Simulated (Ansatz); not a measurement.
All numbers below come from Ansatz 0.2.0, DFT PBE, scalar-relativistic, plane waves, PAW. Settings: cutoff 420 eV, Γ-centred meshes spaced at most about 0.3 Å⁻¹, and about 0.25 Å⁻¹ or finer for metals (2π included), Gaussian smearing. No spin polarisation in the final relaxations.

All energies are static (0 K, no zero-point motion). All come from trial cells, and lower structures may exist.

Question: These unrelaxed guesses for La2ZrO3 are each relaxed within their symmetry. Order them by the energy at which they end, lowest first.
A.

```xyz
6
Lattice="3.5617 0.0000 0.0000 0.0000 3.5617 0.0000 0.0000 0.0000 7.7730" Properties=species:S:1:pos:R:3 pbc="T T T"
La    1.7808    0.0000    5.7456
La    0.0000    1.7808    2.0273
Zr    1.7808    1.7808    0.0000
O     1.7808    0.0000    2.9715
O     0.0000    1.7808    4.8015
O     0.0000    0.0000    0.0000
```

B.

```xyz
6
Lattice="4.4295 0.0000 0.0000 -2.2148 3.8361 0.0000 0.0000 0.0000 5.5469" Properties=species:S:1:pos:R:3 pbc="T T T"
La    0.0000    2.5574    1.2155
La    2.2148    1.2787    4.3313
Zr    0.0000    0.0000    2.7734
O     0.0000    2.5574    4.0147
O     2.2148    1.2787    1.5322
O     0.0000    0.0000    0.0000
```

Answer: B (ends in P-3m1, 0 meV/atom), A (ends in P-4m2, 254 meV/atom).

Cells relaxed within their symmetry can be saddle points. Some structure types and database cells were kept out of the candidates from the start, so a known form may be missing.
